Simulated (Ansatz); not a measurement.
Pt: energy along a strain

Pt, P6_3/mmc, a = 2.761 Å, c = 4.792 Å (as given, not relaxed at this level: -6.4 GPa). This isn't the element's structure at ambient conditions. Ansatz: r2SCAN, PAW, 500 eV, Γ-centred 18×18×10 mesh on 2 atoms, Gaussian smearing 0.15 eV; no spin polarisation. Cell vectors (Å): 2.761 0.000 0.000; -1.380 2.391 0.000; 0.000 0.000 4.792. The cell is strained by x per cent times the pattern (1 -1 0 0 0 0) in the order xx yy zz yz xz xy (engineering shears), with fractional coordinates held. y is the free energy over the start, V0 = 15.815 Å³/atom.

```
x (%) y (meV/atom)
-4.00             ?
-3.00         20.07
-2.00          8.69
-1.00          2.11
 0.00          0.00
 1.00          1.96
 2.00          7.54
 3.00         16.19
 3.50         21.49
 4.00         27.34
```

Problem. Fit y = c1 x + c2 x² + c3 x³ to the other rows, get the stiffness along the pattern, and predict the missing energy.

Solution. Least squares on the rows shown. y = 0.038886 x + 2.0144 x² − 0.078045 x³. The clamped-ion stiffness p·C·p = 2 × 20.14 eV × 160.2 / 15.815 Å³ = 408 GPa (second derivative at the start, which stands under stress). At x = -4.00 the fit asked for gives 37.07 meV/atom. The run gave 36.53 meV/atom, so the fit is 0.54 meV/atom too high, 1.5 % of the span of the series, against an rms of 0.05 meV/atom on the fitted rows. The row lies outside the fitted range. With a term in x⁴ added, a fit to the same known rows predicts 36.52 meV/atom, so most of the miss is curvature that the known rows already hold.

Spin–orbit coupling is left out, which can shift energies with elements as heavy as these.